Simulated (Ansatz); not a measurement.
ZnS:
```cif
data_SZn
_chemical_formula_sum 'Zn1 S1'
_space_group_name_H-M_alt 'P 1'
_space_group_IT_number 1
_cell_length_a 3.56447
_cell_length_b 3.56447
_cell_length_c 3.56447
_cell_angle_alpha 119.992
_cell_angle_beta 119.992
_cell_angle_gamma 90.013
loop_
_space_group_symop_operation_xyz
  'x, y, z'
loop_
_atom_site_label
_atom_site_type_symbol
_atom_site_fract_x
_atom_site_fract_y
_atom_site_fract_z
_atom_site_occupancy
Zn1 Zn 0.00000 0.00000 0.00000 1
S1 S 0.50000 0.50000 0.00000 1
```

Relaxed with r²SCAN+D4.

Which orbitals make up the states near the band edges in DFT-r²SCAN+D4 in the program Ansatz with PAW potentials?

Top 1 eV of the valence band: S 3p 92 %, Zn 3d 5 %. Bottom 1 eV of the conduction band: Zn 4s 77 %, S 3p 11 %, S 3s 6 %, outside the projected shells 7 %. Projections are on Löwdin-orthogonalised atomic valence shells; empty p or d shells of many metals are not among them.

Tabulate the density of states.

States/eV per cell of 2 atoms, in 0.25 eV bins, energy from the valence-band maximum.

```tsv
E (eV)	total	Zn 3d	S 3p	Zn 4s
-7.85	0.00	0.00	0.00	0.00
-7.60	0.00	0.00	0.00	0.00
-7.35	0.48	0.27	0.16	0.06
-7.10	2.77	2.01	0.59	0.16
-6.85	10.03	8.99	0.91	0.10
-6.60	11.52	10.96	0.51	0.01
-6.35	13.71	13.56	0.08	0.01
-6.10	1.40	1.25	0.06	0.01
-5.85	0.07	0.06	0.00	0.00
-5.60	0.21	0.10	0.07	0.03
-5.35	1.01	0.37	0.45	0.17
-5.10	1.32	0.33	0.74	0.20
-4.85	1.92	0.39	1.16	0.27
-4.60	1.18	0.22	0.69	0.16
-4.35	0.61	0.10	0.36	0.08
-4.10	0.70	0.09	0.46	0.08
-3.85	0.75	0.07	0.55	0.07
-3.60	0.80	0.07	0.61	0.07
-3.35	0.83	0.06	0.64	0.07
-3.10	0.93	0.06	0.74	0.07
-2.85	1.04	0.06	0.87	0.06
-2.60	1.21	0.06	1.04	0.05
-2.35	1.23	0.06	1.06	0.04
-2.10	1.19	0.06	1.04	0.04
-1.85	1.21	0.06	1.06	0.03
-1.60	1.20	0.06	1.06	0.02
-1.35	1.20	0.06	1.07	0.02
-1.10	1.21	0.06	1.09	0.01
-0.85	1.22	0.06	1.12	0.01
-0.60	1.21	0.06	1.11	0.00
-0.35	1.23	0.07	1.14	0.00
-0.10	0.61	0.03	0.57	0.00
0.15	0.00	0.00	0.00	0.00
0.40	0.03	0.00	0.00	0.03
0.65	0.06	0.00	0.01	0.05
0.90	0.09	0.00	0.01	0.06
1.15	0.11	0.00	0.02	0.08
1.40	0.14	0.00	0.02	0.09
1.65	0.16	0.00	0.03	0.11
1.90	0.19	0.00	0.04	0.12
2.15	0.23	0.00	0.05	0.14
2.40	0.26	0.00	0.06	0.15
2.65	0.30	0.00	0.07	0.17
2.90	0.35	0.00	0.08	0.18
3.15	0.41	0.00	0.09	0.21
3.40	0.48	0.00	0.11	0.23
3.65	0.59	0.00	0.14	0.28
3.90	0.82	0.00	0.20	0.38
4.15	0.69	0.00	0.14	0.28
4.40	0.62	0.00	0.11	0.23
4.65	0.74	0.00	0.11	0.23
4.90	0.89	0.00	0.12	0.26
```

Space group Fm-3m (rock salt). This is a known high-pressure phase of the composition, computed here at zero pressure and temperature. The cell was relaxed with r²SCAN+D4 under the symmetry of its start; whether a distortion lowers the energy is not shown.

Potentials: the earlier of the program's two PAW sets.
